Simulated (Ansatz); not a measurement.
The start is a relaxed Be cell with every coordinate shifted by Gaussian noise of σ = 0.45 Å. Cell shape, volume and atoms are optimised at zero target pressure with PBEsol (plane waves to 420 eV, PAW, scalar-relativistic; Ansatz, a first-principles code). First-step values are on the input's coarse k-mesh.

Ansatz input (later rounds restart from its end on a renewed k-mesh):
Ansatz 0.2 input:
```yaml
crystal:
  lattice:
    - [2.2568462031, 0, 0]
    - [-1.1284231016, 1.9544861443, 0]
    - [0, 0, 3.5525008795]
  atoms:
    - { symbol: Be, position: [0.2213969657, 0.4321308689, 0.7823795099] }
    - { symbol: Be, position: [0.7426271794, 0.4717182872, 0.1433249416] }
basis: { ecutwfc: 420, ecutrho_ratio: 4, xc_grid: 2, fft_grid_basis: typed }
kpoints: { mp_grid: { grid: [16, 16, 9] } }
hamiltonian:
  xc: pbesol
  dispersion: none
  pseudopotentials: { azcp: { folder: ./paw }, kind: paw }
scf: { occupations: { method: fermi_dirac, width: 0.05 } }
relax: { f_tol: 0.01, max_steps: 100, cell: { stress_tol: 0.02 } }
output: { forces: true, stress: true }
```

Q: What pressure does the first self-consistent step give?

A: +27.2 GPa (positive: the cell is compressed).

Q: Which atoms feel the largest initial force, and how large is it?

A: 6.00 eV/Å, on Be1, Be2 (atoms numbered as listed).

Q: How much energy is released per atom?

A: 0.82 eV/atom.

Q: Is the parent structure recovered?

A: It returns to the parent structure, P6₃/mmc (No. 194).

Q: How do the shortest distances between atoms change?

A: The closest pairs of elements (up to four, under 3.6 Å), start → end: Be–Be 1.71 → 2.20 Å.

Q: Is the relaxed structure metallic? Give its gap.

A: Zero (metallic).

Final structure:

Space group P6₃/mmc (No. 194); a = 2.2568 Å, b = 2.2568 Å, c = 3.5525 Å, α = 90.00°, β = 90.00°, γ = 120.00°

```csv
atom,site,symmetry,x,y,z
Be,2d,-6m2,0.6667,0.3333,0.2500
```

Final values are on a 23×23×13 k-mesh of the relaxed cell. No spin polarisation in the result.

The run could not lose the symmetry of its start.
